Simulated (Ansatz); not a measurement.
InSb:
```
CELL_PARAMETERS angstrom
      4.17345     0.00000     0.00000
     -2.08673     3.61432     0.00000
      0.00000     0.00000     7.34891
ATOMIC_POSITIONS crystal
  In 0.00000 0.00000 0.00000
  In 0.00000 0.00000 0.50000
  Sb 0.33333 0.66667 0.25000
  Sb 0.66667 0.33333 0.75000
```

Relaxed with PBEsol. Special points in fractions of this cell's reciprocal vectors: Γ (0.000, 0.000, 0.000); M (0.500, 0.000, 0.000); K (0.333, 0.333, 0.000); A (0.000, 0.000, 0.500); L (0.500, 0.000, 0.500); H (0.333, 0.333, 0.500).

Q: List the band energies nearest the Fermi level at these points for plane-wave PAW PBEsol (Ansatz code).

A: In eV from the Fermi level; about four levels below and three above (degenerate sets whole), none deeper than 8.9 eV; points with the same levels are listed once.

```csv
k,below,above
Γ,-6.82 -0.60 -0.57,0.08 0.08 0.70 0.70
M,-4.23 -4.18 -3.48 -1.92,0.40 1.10 1.39
K,-2.74 -2.74 -2.47 -2.47,4.41 4.88 5.18 5.18
A,-4.48 -4.48,0.41 0.41 0.41 0.41
L,-1.13 -1.13 -0.72 -0.72,3.02 3.02 5.27 5.27
H,-3.85 -3.85 -0.24 -0.24,0.21 0.21 1.84 1.84
```

Space group P6_3/mmc (NiAs type). The start of the workflow was typed in or built on a structure type; neither database checked (COD, Materials Project) lists it. It is not the phase usual at ambient conditions (space group No. 216). The PBEsol relaxation kept the symmetry of its start; whether a distortion lowers the energy is not shown. Spin–orbit coupling is left out wherever it is not named.

Potentials: the earlier of the program's two PAW sets. The files were generated under PBE; for other functionals the program regenerates the frozen cores, and for LDA and PBEsol the local potential too.
